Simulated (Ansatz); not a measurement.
ZnGaNO:
```
ZnGaNO
1.0
    3.22886     0.00000     0.00000
    0.00000     5.53151     0.00000
    0.00000     0.00000     5.22675
Zn Ga N O
2 2 2 2
Direct
  0.50000   0.17575   0.49056
  0.50000   0.82425   0.99056
  0.00000   0.34797   0.00685
  0.00000   0.65203   0.50685
  0.00000   0.33563   0.36807
  0.00000   0.66437   0.86807
  0.50000   0.17950   0.88853
  0.50000   0.82050   0.38853
```

Plane-wave PAW PBEsol (Ansatz code) gives a gap of 0.39 eV without spin–orbit coupling, maximum on the Y–Γ line, 52 % of the way from Y, minimum at Γ.

Task: What happens when spin–orbit coupling is switched on?

Result: The gap stays essentially unchanged, to 0.39 eV; maximum on the Y–Γ line, 52 % of the way from Y, minimum at Γ.

Space group Pmc2_1. The workflow started from a Materials Project entry (that database holds measured and hypothetical structures alike); the Crystallography Open Database copy checked does not list it. Its standing as an ambient phase is unchecked. The cell was relaxed with PBEsol under the symmetry of its start; its stability against distortions is not shown here.

Potentials: the later of the program's two PAW sets.
